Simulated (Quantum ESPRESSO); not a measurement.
## TiRuCu2Al4 (input and log of a self-consistent run)

A calculation, not a measurement. The program is pw.x of Quantum ESPRESSO 7.5 (plane-wave density functional theory). The cell is made up: eight metal atoms on a hexagonal close-packed lattice, with elements, volume, strain and displacements drawn at random and not relaxed, so it may be unstable or far from any real phase. PseudoDojo standard norm-conserving files set the functional (PBE unless stated); there is no spin polarisation or spin-orbit coupling, the Fermi-Dirac width of 0.25 eV means electrons at about 2900 K, and the masses in the input are unused placeholders. The copper pseudopotential is less sure than most, with forces differing by about three percent and pressure by about two GPa from a second method on plain copper. A spin test at this wide smearing found no moment, but such smearing suppresses magnetism that the real alloy may have.

Input:

```
&control calculation='scf', pseudo_dir='./dojo.nc.sr.pbe.v0_5.standard.upf', outdir='./o', disk_io='medium', tprnfor=.true., tstress=.true. /
&system ibrav=0, nat=8, ntyp=4, nbnd=49, ecutwfc=92.02030273, nosym=.true., tot_charge=0,
 occupations='smearing', smearing='fd', degauss=0.0183746611
/
&electrons conv_thr=1.470e-08, electron_maxstep=70, mixing_beta=0.5 /
ATOMIC_SPECIES
Al 1.0 Al.upf
Cu 1.0 Cu.upf
Ru 1.0 Ru.upf
Ti 1.0 Ti.upf
CELL_PARAMETERS angstrom
-0.0317 0.0017 -4.5646
-0.0533 4.7776 -0.0018
5.5773 -0.0615 0.0391
ATOMIC_POSITIONS angstrom
Ti -0.0209 0.0577 -0.0429
Ru 2.7907 -0.039 -0.0066
Cu 1.3284 2.3408 0.0085
Al 4.1256 2.3297 -0.0226
Al -0.1055 1.627 -2.2631
Al 2.742 1.61 -2.3025
Al 1.2773 3.9456 -2.2383
Cu 4.1385 3.9971 -2.2526
K_POINTS automatic
5 5 4 1 1 1
```

The log is shortened where brackets say so; the opening notice, blank lines, dates and the lines on written files are dropped, and the path of the files is cut. It prints rydbergs, bohrs and kilobars, and counts compression as positive stress. Its total energy is the free energy E - TS of the whole cell.

```
     Program PWSCF v.7.5
     Parallel version (MPI & OpenMP), running on       1 processor cores
     Number of MPI processes:                 1
     Threads/MPI process:                     1
     [start-up lines left out]
     bravais-lattice index     =            0
     lattice parameter (alat)  =       8.6261  a.u.
     unit-cell volume          =     820.6510 (a.u.)^3
     number of atoms/cell      =            8
     number of atomic types    =            4
     number of electrons       =        78.00
     number of Kohn-Sham states=           49
     kinetic-energy cutoff     =      92.0203  Ry
     charge density cutoff     =     368.0812  Ry
     scf convergence threshold =      1.5E-08
     mixing beta               =       0.5000
     number of iterations used =            8  plain     mixing
     Exchange-correlation= PBE
                           (   1   4   3   4   0   0   0)
     [axes and pseudopotential details left out]
   Cartesian axes
     site n.     atom                  positions (alat units)
         1        Ti     tau(   1) = (  -0.0045786   0.0126405  -0.0093982  )
         2        Ru     tau(   2) = (   0.6113641  -0.0085438  -0.0014459  )
         3        Cu     tau(   3) = (   0.2910152   0.5128036   0.0018621  )
         4        Al     tau(   4) = (   0.9038032   0.5103719  -0.0049510  )
         5        Al     tau(   5) = (  -0.0231121   0.3564301  -0.4957817  )
         6        Al     tau(   6) = (   0.6006953   0.3527058  -0.5044132  )
         7        Al     tau(   7) = (   0.2798206   0.8643703  -0.4903487  )
         8        Cu     tau(   8) = (   0.9066293   0.8756525  -0.4934815  )
     number of k points=    50  Fermi-Dirac smearing, width (Ry)=  0.0184
                       cart. coord. in units 2pi/alat
        k(    1) = (   0.1040774   0.0966672  -0.1006892), wk =   0.0400000
        k(    2) = (   0.3087236   0.0989497  -0.1021096), wk =   0.0400000
     [further k points left out]
     Dense  grid:    97871 G-vectors     FFT dimensions: (  54,  60,  72)
     Estimated max dynamical RAM per process >     144.99 MB
     Initial potential from superposition of free atoms
     starting charge      77.9872, renormalised to      78.0000
     Starting wfcs are   56 randomized atomic wfcs
     total cpu time spent up to now is       21.2 secs
     per-process dynamical memory:    90.8 Mb
     Self-consistent Calculation
     iteration #  1     ecut=    92.02 Ry     beta= 0.50
     Davidson diagonalization with overlap
     ethr =  1.00E-02,  avg # of iterations =  3.9
     total cpu time spent up to now is       75.8 secs
     total energy              =   -1092.58326826 Ry
     estimated scf accuracy    <       8.45072713 Ry
     iteration #  2     ecut=    92.02 Ry     beta= 0.50
     Davidson diagonalization with overlap
     ethr =  1.00E-02,  avg # of iterations =  3.0
     total cpu time spent up to now is      133.2 secs
     total energy              =   -1097.86410101 Ry
     estimated scf accuracy    <      15.85044344 Ry
     iteration #  3     ecut=    92.02 Ry     beta= 0.50
     Davidson diagonalization with overlap
     ethr =  1.00E-02,  avg # of iterations =  2.0
     total cpu time spent up to now is      177.0 secs
     total energy              =   -1098.05898330 Ry
     estimated scf accuracy    <       4.09618513 Ry
     iteration #  4     ecut=    92.02 Ry     beta= 0.50
     Davidson diagonalization with overlap
     ethr =  5.25E-03,  avg # of iterations =  2.5
     total cpu time spent up to now is      216.4 secs
     total energy              =   -1097.82347413 Ry
     estimated scf accuracy    <       2.19570231 Ry
     iteration #  5     ecut=    92.02 Ry     beta= 0.50
     Davidson diagonalization with overlap
     ethr =  2.82E-03,  avg # of iterations =  6.2
     total cpu time spent up to now is      269.5 secs
     total energy              =   -1097.94113114 Ry
     estimated scf accuracy    <       2.21377376 Ry
     [iterations 6 to 11 left out]
     iteration # 12     ecut=    92.02 Ry     beta= 0.50
     Davidson diagonalization with overlap
     ethr =  2.48E-07,  avg # of iterations =  4.3
     total cpu time spent up to now is      606.7 secs
     total energy              =   -1098.01223982 Ry
     estimated scf accuracy    <       0.00005376 Ry
     iteration # 13     ecut=    92.02 Ry     beta= 0.50
     Davidson diagonalization with overlap
     ethr =  6.89E-08,  avg # of iterations =  2.0
     total cpu time spent up to now is      654.3 secs
     total energy              =   -1098.01224786 Ry
     estimated scf accuracy    <       0.00000486 Ry
     iteration # 14     ecut=    92.02 Ry     beta= 0.50
     Davidson diagonalization with overlap
     ethr =  6.24E-09,  avg # of iterations =  2.0
     total cpu time spent up to now is      700.4 secs
     total energy              =   -1098.01224855 Ry
     estimated scf accuracy    <       0.00000010 Ry
     iteration # 15     ecut=    92.02 Ry     beta= 0.50
     Davidson diagonalization with overlap
     ethr =  1.30E-10,  avg # of iterations =  4.9
     total cpu time spent up to now is      760.4 secs
     total energy              =   -1098.01224859 Ry
     estimated scf accuracy    <       0.00000002 Ry
     iteration # 16     ecut=    92.02 Ry     beta= 0.50
     Davidson diagonalization with overlap
     ethr =  2.14E-11,  avg # of iterations =  2.0
     total cpu time spent up to now is      799.3 secs
     End of self-consistent calculation
     [lines on levels left out]
!    total energy              =   -1098.01224859 Ry
     estimated scf accuracy    <          5.6E-09 Ry
     smearing contrib. (-TS)   =      -0.06907519 Ry
     internal energy E=F+TS    =   -1097.94317341 Ry
     The total energy is F=E-TS. E is the sum of the following terms:
     one-electron contribution =    -786.54236252 Ry
     hartree contribution      =     424.67984861 Ry
     xc contribution           =    -153.42948959 Ry
     ewald contribution        =    -582.65116991 Ry
     convergence has been achieved in  16 iterations
     Forces acting on atoms (cartesian axes, Ry/au):
     atom    1 type  4   force =     0.00434129   -0.02172211    0.02143986
     atom    2 type  3   force =    -0.00611195    0.02112803    0.00650984
     atom    3 type  2   force =    -0.00154245    0.00769772    0.00195283
     atom    4 type  1   force =    -0.02730646    0.02224003    0.00919527
     atom    5 type  1   force =     0.00730065    0.00867890   -0.01590743
     atom    6 type  1   force =    -0.01164000   -0.03998525   -0.00012676
     atom    7 type  1   force =     0.03852400    0.01369990   -0.01571561
     atom    8 type  2   force =    -0.00356509   -0.01173722   -0.00734800
     Total force =     0.084297     Total SCF correction =     0.000224
     Computing stress (Cartesian axis) and pressure
          total   stress  (Ry/bohr**3)                   (kbar)     P=      -60.84
  -0.00047662   0.00001297  -0.00008935          -70.11        1.91      -13.14
   0.00001297  -0.00025266   0.00002687            1.91      -37.17        3.95
  -0.00008935   0.00002687  -0.00051145          -13.14        3.95      -75.24
     init_run     :     19.97s CPU     20.95s WALL (       1 calls)
     electrons    :    749.91s CPU    778.08s WALL (       1 calls)
     forces       :      8.50s CPU      8.59s WALL (       1 calls)
     stress       :     30.14s CPU     30.28s WALL (       1 calls)
     [timing details left out]
     PWSCF        :  13m28.97s CPU  13m58.64s WALL
     JOB DONE.
```

In other units: free energy -14939.218 eV for the cell, pressure -6.08 GPa, largest force component 1.028 eV/Å in size. The run took 840 s of wall time with one process on a shared machine (AMD EPYC, Zen 5, virtual cores), so the time is rough. A rerun of this cell at a higher cutoff and on a denser mesh moved values by no more than 0.016 eV in energy, 0.14 GPa in stress and 0.012 eV/Å in force, and a second program with other atomic files agreed on that cell to 2 % rms in force and 0.5 GPa in pressure.